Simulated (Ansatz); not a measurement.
MgO:
```xyz
16
Lattice="1.4814 0.8553 19.7616 -1.4814 0.8553 19.7616 0.0000 -1.7106 19.7616" Properties=species:S:1:pos:R:3 pbc="T T T"
Mg     0.0000     0.0000    22.2694
Mg     0.0000     0.0000    37.0154
Mg     0.0000     0.0000    46.9715
Mg     0.0000     0.0000    12.3134
Mg     0.0000     0.0000    54.2689
Mg     0.0000     0.0000     5.0159
Mg     0.0000     0.0000    29.6424
Mg     0.0000     0.0000     0.0000
O      0.0000     0.0000     8.6646
O      0.0000     0.0000    50.6203
O      0.0000     0.0000    25.9938
O      0.0000     0.0000    33.2911
O      0.0000     0.0000    18.5488
O      0.0000     0.0000    40.7360
O      0.0000     0.0000    15.9585
O      0.0000     0.0000    43.3263
```

Relaxed with r²SCAN.

Question: Give the Bader charges and basin volumes of the independent atoms, r²SCAN in the plane-wave PAW code Ansatz.

Answer: 

| atom | Bader charge (e) | Bader volume (Å³) |
|---|---|---|
| Mg1 | +1.74 | 4.8 |
| Mg3 | +1.74 | 4.4 |
| Mg5 | +1.74 | 4.4 |
| Mg7 | +1.74 | 4.4 |
| Mg8 | +1.74 | 4.4 |
| O9 | -1.74 | 14.1 |
| O11 | -1.74 | 14.1 |
| O13 | -1.74 | 14.5 |
| O15 | -1.74 | 14.5 |

Space group R-3m. The workflow started from a Materials Project entry (that database holds measured and hypothetical structures alike); the Crystallography Open Database copy checked does not list it. It is not the phase usual at ambient conditions (space group No. 225). The r²SCAN relaxation kept the symmetry of its start; its stability against distortions is not shown here.

Potentials: the earlier of the program's two PAW sets.
